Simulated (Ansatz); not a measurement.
**Sn: energy along a strain**

Sn, Im-3m, a = 3.789 Å (as given, not relaxed at this level: -3.2 GPa). This isn't the element's structure at ambient conditions. Ansatz: LDA, PAW, 420 eV, Γ-centred 18×18×18 mesh on 1 atom, Gaussian smearing 0.15 eV; no spin polarisation. Cell vectors (Å): -1.895 1.895 1.895; 1.895 -1.895 1.895; 1.895 1.895 -1.895. The cell is strained by x per cent times the pattern (0 0 1 0 0 0) in the order xx yy zz yz xz xy (engineering shears), with fractional coordinates held. y is the free energy over the start, V0 = 27.205 Å³/atom. Points with a strain past 8.5 % were computed too (3) and aren't used here.

```tsv
x (%)	y (meV/atom)
-7.50	?
-5.00	-21.11
-2.50	-12.56
0.00	0.00
2.50	15.00
5.00	33.21
7.50	54.89
```

Fit y = c1 x + c2 x² + c3 x³ to the other rows, get the stiffness along the pattern, and predict the missing energy.

Least squares on the rows shown. y = 5.4347 x + 0.24225 x² + 0.0010244 x³. The clamped-ion stiffness p·C·p = 2 × 2.422 eV × 160.2 / 27.205 Å³ = 29 GPa, which is C33 in these axes (C11 of the cubic crystal) (second derivative at the start, which stands under stress). With a term in x⁴ added, the coefficient of x² becomes 0.2104, 13 % less, which shows how far this figure hangs on the form. At x = -7.50 the fit asked for gives -27.57 meV/atom. The run gave -23.30 meV/atom, so the fit is 4.27 meV/atom too low, 5.5 % of the span of the series, against an rms of 0.24 meV/atom on the fitted rows. The row lies outside the fitted range. With a term in x⁴ added, a fit to the same known rows predicts -23.80 meV/atom, so most of the miss is curvature that the known rows already hold.